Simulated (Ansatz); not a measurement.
CrH10S2N4O8 and a variant

Base: a COD entry, ions relaxed with r2SCAN at fixed cell.

Space group P-1 (No. 2); a = 5.4568, b = 5.7092, c = 7.2662 Å, α = 91.83°, β = 103.49°, γ = 97.60°.

```
site  Wyckoff  site symmetry       x       y       z
  Cr       1a             -1  0.0000  0.0000  0.0000
  H2       2i              1  0.8829  0.7095  0.2555
  H4       2i              1  0.0889  0.9319  0.3653
  H6       2i              1  0.4160  0.7776  0.2876
  H8       2i              1  0.2640  0.5966  0.4165
 H10       2i              1  0.2160  0.5393  0.1783
   S       2i              1  0.6164  0.2356  0.2128
 N14       2i              1  0.0460  0.8173  0.2478
 N16       2i              1  0.2473  0.6685  0.2855
 O18       2i              1  0.8013  0.2497  0.0884
 O20       2i              1  0.3507  0.2268  0.0940
 O22       2i              1  0.6782  0.4559  0.3374
 O24       2i              1  0.6420  0.0287  0.3281
```

One atom of each set is listed.

All values are calculated (Ansatz; DFT, r2SCAN, plane waves and PAW, scalar-relativistic, 500 eV cutoff, Γ-centred 4×4×3 k-points, Fermi–Dirac smearing 0.02 eV), not measured.

Task: Variant: all 2 O of one site replaced by Se, ions relaxed, the cell held. What happens to the gradients (10²¹ V/m²)?

Result: 

| site | atoms alike | V_zz base | η base | V_zz variant | η variant |
| --- | --- | --- | --- | --- | --- |
| Cr | 1 | -16.53 | 0.65 | -15.85 | 0.31 |
| H2 | 2 | 2.91 | 0.14 | 2.83 | 0.14 |
| H4 | 2 | 3.32 | 0.11 | 2.89 | 0.14 |
| H6 | 2 | 2.45 | 0.06 | 3.19 | 0.04 |
| H8 | 2 | 2.48 | 0.07 | 2.90 | 0.05 |
| H10 | 2 | 3.05 | 0.07 | 2.52 | 0.04 |
| S | 2 | -1.13 | 0.36 | -5.26 | 0.53 |
| N14 | 2 | 10.40 | 0.85 | 10.55 | 0.72 |
| N16 | 2 | 6.11 | 0.19 | 5.40 | 0.25 |
| O18 | 2 | 14.30 | 0.07 | 13.89 | 0.18 |
| O20 | 2 | 14.54 | 0.01 | 14.38 | 0.13 |
| O22 | 2 | 13.42 | 0.10 | 12.95 | 0.05 |
| O24 | 2 | 13.18 | 0.13 | Se 67.3 | 0.10 |

The largest change of V_zz along a kept axis among the elements kept is on S, from -1.13 to -5.26. The whole tensor moves most on Cr, by 8.95 along its most changed direction. Where |V_zz| stays above 0.1 and the axes keep their order, η moves most on Cr, from 0.65 to 0.31. On H10, H6 the largest principal value lies along another axis in the second run, so the two V_zz can't be compared directly.

The Se atoms stand 3.17 Å apart, so this is an ordered compound, not a dilute alloy. The relaxation keeps the symmetry of the start, which can hold atoms on axes and η at zero.

The run isn't spin-polarised; if Cr carries unpaired electrons in the real compound, its values differ. The lattice is static: at room temperature NH₃ may turn and average the couplings of its hydrogen. With a gap of 0.3 eV on this mesh, the gradients can still move by some per cent as the k-mesh gets denser.
For the variant: The substituted crystal keeps its parent's cell, where the r2SCAN pressure is 9 GPa (principal stresses up to 15 GPa in size), so with r2SCAN the cell would grow if it were relaxed.
